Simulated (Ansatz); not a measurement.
Starting cell, CdSe (wurtzite):

```xyz
4
Lattice="4.3019 0.0000 0.0000 -2.1510 3.7256 0.0000 0.0000 0.0000 7.0211" Properties=species:S:1:pos:R:3 pbc="T T T"
Cd     2.1510     1.2419     0.0033
Cd     0.0000     2.4837     3.5138
Se     2.1510     1.2419     4.3863
Se     0.0000     2.4837     0.8758
```

Scan: atom 1 (Cd, nearest neighbour Se at 2.633 Å; its periodic images, 4.3 Å or more away, move with it) is displaced along Cartesian z, direction (0.000, 0.000, 1.000) in Cartesian axes, by s. The other atoms stay.

Level of theory: PBEsol (plane waves to 420 eV, PAW, scalar-relativistic; Ansatz, a quantum-chemistry and plane-wave program). k mesh 7×7×4 (Γ-centred), Fermi-Dirac smearing 0.05 eV. The energy includes the smearing's −TS. CdSe was relaxed with its symmetry unable to fall. The zero of ΔE is the undisplaced structure.

| s (Å) | ΔE (meV/cell) |
|---|---|
| -0.530 | 1677 |
| -0.424 | 919 |
| -0.318 | 447 |
| -0.212 | 173 |
| -0.106 | 38 |
| 0.000 | 0 |
| 0.106 | 29 |
| 0.212 | 103 |
| 0.318 | 203 |
| 0.424 | 314 |
| 0.530 | 425 |

Question: What force constant k = d²E/ds² at s = 0 does the table give?

Answer: 5.9 eV/Å². It is the second difference of the nearest points, corrected with the next pair.

Question: With k = 5.90 eV/Å² from the forces, is the well harmonic out to s = 0.530 Å?

Answer: ½ks² = 828 meV/cell against the computed 425 meV/cell, so the well is softer than harmonic there.

(For displaced atoms, the force is minus the slope of the energy, and its curvature is a force constant, which sets phonon frequencies.)
